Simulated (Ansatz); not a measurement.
All numbers below come from Ansatz 0.2.0, DFT PBE, scalar-relativistic, plane waves, PAW. Settings: cutoff 420 eV, Γ-centred meshes spaced at most about 0.3 Å⁻¹, and about 0.25 Å⁻¹ or finer for metals (2π included), Gaussian smearing. No spin polarisation in the final relaxations.

These are static total energies at zero pressure.

Compare these two cells of SiGe4W, each relaxed at this level.

A.

Space group P6/mmm (No. 191). a = 4.776 Å, b = 4.776 Å, c = 5.171 Å, α = 90.00°, β = 90.00°, γ = 120.00°
```json
{"atom": "Si", "site": "1a", "symmetry": "6/mmm", "x": "0.0000", "y": "0.0000", "z": "0.0000"}
{"atom": "Ge", "site": "4h", "symmetry": "3m.", "x": "0.3333", "y": "0.6667", "z": "0.7437"}
{"atom": "W", "site": "1b", "symmetry": "6/mmm", "x": "0.0000", "y": "0.0000", "z": "0.5000"}
```

B.

Space group P4/mmm (No. 123). a = 3.191 Å, b = 3.191 Å, c = 10.979 Å, α = 90.00°, β = 90.00°, γ = 90.00°
```tsv
atom	site	symmetry	x	y	z
Si	1b	4/mmm	0.0000	0.0000	0.5000
Ge	2h	4mm	0.5000	0.5000	0.3664
Ge	2h	4mm	0.5000	0.5000	0.8685
W	1a	4/mmm	0.0000	0.0000	0.0000
```

Question: Which form is favoured at zero pressure, and by what margin per atom?

Answer: B is lower, by 127 meV/atom. A has space group P6/mmm (No. 191), 17.0 Å³/atom and no gap on its mesh; B has space group P4/mmm (No. 123), 18.6 Å³/atom and no gap. Counting Ge or Si atoms around W (for each partner element, those within 1.25 times its shortest distance or 1.15 times the sum of covalent radii, where it is the nearest in units of that sum or under 1.3; a plus sign parts groups by distance over the sum of covalent radii), A has W 2+12 and B has W 8. A holds Ge–Ge chains (shortest 2.52 Å); B holds Ge–Ge pairs (shortest 2.58 Å). The lower one is the more open, so pressure narrows the difference. Even the lower one lies +0.38 eV/atom against the reference forms of the elements (uncorrected), so neither is stable at this level. Both come from invented guesses.

These runs have no spin–orbit coupling, which can matter for W. Cells relaxed within their symmetry can be saddle points.
